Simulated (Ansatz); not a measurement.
Input:

ZrHg:
```yaml
crystal:
  lattice:
    - [3.13978, 0.00000, 0.00000]
    - [0.00000, 3.13978, 0.00000]
    - [0.00000, 0.00000, 4.29148]
  atoms:
    - { symbol: Zr, position: [0.50000, 0.50000, 0.50000] }
    - { symbol: Hg, position: [0.00000, 0.00000, 0.00000] }
```

This is the r²SCAN-relaxed structure.

All from DFT-r²SCAN in the program Ansatz with PAW potentials, unless another level is named. Estimate the density of states at the Fermi level.

0.91 states/eV per atom (mean over ±0.08 eV).

Give the formation energy from the elements (no fitted shifts).

-0.24 eV/atom.

Space group P4/mmm (L1₀ or tetragonal B2). The first step of the workflow began from a Materials Project structure, measured or hypothetical; the Crystallography Open Database files this formula in space group No. 123, but the cells were not matched. Whether it is the stable phase at ambient conditions was not checked. The cell was relaxed with r²SCAN under the symmetry of its start; whether a distortion lowers the energy is not shown. No spin polarisation was allowed. The references are the lowest solids computed at this level, not always the standard phases. Spin–orbit coupling is left out wherever it is not named.

Potentials: the later of the program's two PAW sets.
